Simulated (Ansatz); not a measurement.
MgSe (rock salt), conventional cell a = b = c = 5.4498 Å, α = β = γ = 90.00°. The calculation uses the primitive cell of 2 atoms, to which meshes and values per cell refer.

Two coordinates are scanned: the volume, and the ratio of the stretch along z (the conventional c axis) to the stretch across it. Atoms keep their fractional coordinates.

These are PBEsol (plane waves to 420 eV, PAW, scalar-relativistic; Ansatz, a quantum-chemistry and plane-wave program) values and carry that method's errors. k mesh 10×10×10 (Γ-centred), Fermi-Dirac smearing 0.05 eV. E stands for the smeared free energy. MgSe was relaxed with its symmetry unable to fall. ΔE is measured from the relaxed starting cell.

```
ΔE (meV/atom)         V/V₀ = 0.960  V/V₀ = 0.980  V/V₀ = 1.000  V/V₀ = 1.020  V/V₀ = 1.040
--------------------  ------------  ------------  ------------  ------------  ------------
(c/a)/(c/a)₀ = 0.880          93.1          81.4          73.6          69.5          68.6
(c/a)/(c/a)₀ = 0.940          25.7          19.0          15.9          16.2          19.5
(c/a)/(c/a)₀ = 1.000           ___           1.7           0.0           1.6           6.1
(c/a)/(c/a)₀ = 1.060           ___          15.5           ___          13.1          16.7
(c/a)/(c/a)₀ = 1.120          61.9          52.1          46.2          43.7          44.5
```

Fill in the missing entries.


- (c/a)/(c/a)₀ = 1.000, V/V₀ = 0.960: 7.0
- (c/a)/(c/a)₀ = 1.060, V/V₀ = 0.960: 22.0
- (c/a)/(c/a)₀ = 1.060, V/V₀ = 1.000: 12.6

(Under strain, the slope of the energy per volume gives the stress and its curvature an elastic modulus.)
